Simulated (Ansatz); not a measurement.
**Magnetic orders of ReS**

All numbers below come from DFT r2SCAN, scalar-relativistic, plane waves, PAW (Ansatz).

```yaml
crystal:
  lattice:
    - [0.00000, 2.43311, 2.43311]
    - [2.43311, 0.00000, 2.43311]
    - [2.43311, 2.43311, 0.00000]
  atoms:
    - { symbol: Re, position: [0.00000, 0.00000, 0.00000] }
    - { symbol: S, position: [0.50000, 0.50000, 0.50000] }
```

* plane-wave cutoff: 500 eV
* Γ-centred k-mesh: 14×14×14
* occupation rule: Gaussian smearing, 0.1 eV
* list of starting moments (μB, in atom order): 3.5 0
* check for lower electronic states after the SCF: off

All runs keep this geometry, which isn't relaxed for the lowest state (largest force there 0.000 eV/Å, pressure 13.0 GPa) and needn't be a stable compound; relaxing each order would shift the differences by some 43 meV/atom, going by the pressures and a bulk modulus of about 150 GPa. Spin–orbit coupling is left out, which for heavy magnetic ions can matter as much as these differences. r2SCAN tends to overstate moments in metals, so a weak moment here may be absent in the real material. Site moments are spin moments in atom-centred spheres that scale with the neighbour distance. The states are those that the runs reached from these starts; a lower one can exist. No antiferromagnetic start is among these.

Order the starts by the energy of the state that they reach, lowest first.
A. large parallel starting moments
B. no spin

A (0.00 meV/atom), B (82.5 meV/atom).

```tsv
start	ends	energy above lowest (meV/atom)	site moments (μB)	gap on mesh (eV)	P (GPa)
no spin	non-magnetic	82.5	none over 0.05	metal	5.0
large parallel starting moments	ferromagnetic	0.00	Re +1.35, S +0.07	metal	13.0
```

Cost: 2 runs of about 0.23 core-minutes in all, on Intel Xeon 6975P-C (Granite Rapids) (shared hosts).